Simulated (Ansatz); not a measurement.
Input and command of a calculation in Ansatz (plane waves; scalar-relativistic PAW potentials unless the input names others):

```yaml
crystal:
  lattice:
    - [5.145477878, -2.9611096396, -1.30981e-05]
    - [5.1455179551, 2.9611792726, -4.30857e-05]
    - [-3.00295e-05, -2.78481e-05, 5.5008860576]
  atoms:
    - { symbol: Al, position: [0.3411888669, 0.6588122901, 0.989213067] }
    - { symbol: Al, position: [0.6588154863, 0.3411764732, 0.4892110257] }
    - { symbol: In, position: [0.9884032063, 0.3353814724, 0.9872832185] }
    - { symbol: In, position: [0.6646214829, 0.0116140144, 0.9872828119] }
    - { symbol: In, position: [0.0115981677, 0.6646152381, 0.4872900543] }
    - { symbol: In, position: [0.3353776021, 0.9883936092, 0.4873017456] }
    - { symbol: "N", position: [0.9691690574, 0.33298307, 0.3853638911] }
    - { symbol: "N", position: [0.6670096684, 0.0308247684, 0.3853494621] }
    - { symbol: "N", position: [0.0308151003, 0.6670334612, 0.8853669953] }
    - { symbol: "N", position: [0.3330060343, 0.9691656274, 0.8853785746] }
    - { symbol: "N", position: [0.3682368811, 0.6317605139, 0.3374849116] }
    - { symbol: "N", position: [0.6317584463, 0.3682394614, 0.8374742427] }
basis:
  ecutwfc: 420
kpoints:
  mp_grid: { grid: [6, 6, 6] }
hamiltonian:
  xc: pbe
scf:
  occupations: { method: gaussian, width: 0.05 }
  max_iter: 80
output:
  forces: true
  eigenvalues: true
  stress: true
total_charge: 4
```

```bash
ansatz run input.yaml --threads 2 --pin off --max-ram 5120MiB --backend cpu --events-out ev --progress --plain --runs-dir out
```

Abridged log:
```
Basis set: ecut = 420 eV, 3247 PW (Γ), exchange–correlation on 80×80×80 points (8 copies of the dense FFT grid, shifted against one another)
Bands: 54, of which v1, the nominal top of the filled ones, is band 42 counted from 1 (41 counted from 0)
Symmetry: 1 space group operations
k-points: 112 of 216 (time reversal used)
SCF iter   1: F=—  HF=-25813.736709 eV  |F-HF|=—  |Δ(HF+E_count)|=         —  Δρ=8.95e-2  dr2=1.83e1  ethr=1.77e-3  ⟨swp⟩=6.0  Hψ=23919  notcnv=0  defer=33
SCF iter   2: F=—  HF=-25808.436007 eV  |F-HF|=—  |Δ(HF+E_count)|=    5.30e0  Δρ=3.96e-2  dr2=5.23e0  ethr=1.77e-3  ⟨swp⟩=3.1  Hψ=13295  notcnv=0  defer=530
SCF iter   3: F=—  HF=-25806.660259 eV  |F-HF|=—  |Δ(HF+E_count)|=    1.78e0  Δρ=1.14e-2  dr2=4.94e-1  ethr=1.77e-3  ⟨swp⟩=3.2  Hψ=11800  notcnv=0  defer=530
SCF iter   4: F=—  HF=-25806.502560 eV  |F-HF|=—  |Δ(HF+E_count)|=   1.58e-1  Δρ=2.58e-3  dr2=2.88e-2  ethr=5.88e-4  ⟨swp⟩=2.7  Hψ=8448  notcnv=0  defer=530
SCF iter   5: F=—  HF=-25806.500939 eV  |F-HF|=—  |Δ(HF+E_count)|=   1.62e-3  Δρ=8.84e-4  dr2=1.63e-3  ethr=3.43e-5  ⟨swp⟩=2.0  Hψ=8247  notcnv=0  defer=532
SCF iter   6: F=—  HF=-25806.501739 eV  |F-HF|=—  |Δ(HF+E_count)|=   8.00e-4  Δρ=2.38e-4  dr2=1.34e-4  ethr=1.93e-6  ⟨swp⟩=2.1  Hψ=7541  notcnv=0  defer=528
SCF iter   7: F=—  HF=-25806.501860 eV  |F-HF|=—  |Δ(HF+E_count)|=   1.21e-4  Δρ=6.60e-5  dr2=8.73e-6  ethr=1.60e-7  ⟨swp⟩=2.6  Hψ=10254  notcnv=0  defer=528
SCF iter   8: F=—  HF=-25806.501812 eV  |F-HF|=—  |Δ(HF+E_count)|=   4.76e-5  Δρ=2.42e-5  dr2=1.20e-6  ethr=1.04e-8  ⟨swp⟩=2.0  Hψ=10606  notcnv=0  defer=528
SCF iter   9: F=-25806.501813 eV  HF=-25806.501813 eV  |F-HF|=1.35e-8  |Δ(HF+E_count)|=   3.96e-7  Δρ=5.94e-6  dr2=8.16e-8  ethr=1.19e-10  ⟨swp⟩=12.3  Hψ=35391  notcnv=0
SCF 1 converged in 9 iterations: F = -25806.501813 eV  dr2 = 8.16e-8
SCF converged after 9 iterations
Free energy (F): -25806.501813 eV
Harris-Foulkes:  -25806.501813 eV  (|F-HF|=1.35e-8)
Internal energy: -25806.487879 eV  (E = F + TS)
E sigma→0 (E₀):  -25806.494846 eV
Entropy (-TS):   -0.013934 eV (-1.161 meV/atom)
Fermi energy:    7.444467 eV
--- Forces (eV/Å), atoms counted from 1 ---
  atom   1  Al     0.00017528    -0.12707332     0.25408830
  atom   2  Al    -0.00004955     0.12774732     0.25367889
  atom   3  In    -0.01448432     0.03361783    -0.10170150
  atom   4  In     0.01447245     0.03336156    -0.10158338
  atom   5  In     0.01460131    -0.03324148    -0.10208994
  atom   6  In    -0.01443439    -0.03347683    -0.10241372
  atom   7  N      0.25068089    -0.10214614    -0.03580694
  atom   8  N     -0.25038928    -0.10190073    -0.03504141
  atom   9  N     -0.25057231     0.10090694    -0.03583470
  atom  10  N      0.24974389     0.10243293    -0.03598848
  atom  11  N     -0.00005572     0.21644635     0.02109896
  atom  12  N      0.00031174    -0.21667487     0.02138789
--- Stress (GPa, compression-positive) ---
       14.985393      -0.000723       0.000311
       -0.000723      14.495992       0.000716
        0.000311       0.000716      13.534096
  P = ⅓ Tr σ = 14.3385 GPa (143.385 kbar)
```

Task: Find the fault.

Result: The fault is a net charge on a solid that should be neutral, 4 electrons a cell too few, offset by a uniform background, so that energy and pressure hang on that convention (total_charge: not typed → 4, the first being the value of the sound run). Setting it back cures it. The run converged all the same, with a total energy on another zero, pressure 14.34 GPa (with the neutralising background of the charged cell), largest force 0.284 eV/Å, no gap on the mesh, so convergence alone doesn't show that an input is right. A reference run on usual settings, whose relaxation ended at this geometry, converged, and the end of its own relaxation has pressure -0.01 GPa, largest force 0.002 eV/Å, gap on the mesh 0.88 eV.

Time: 27 s on 2 threads of Intel(R) Xeon(R) 6975P-C (Granite Rapids), on a shared host, peak memory 0.93 GiB.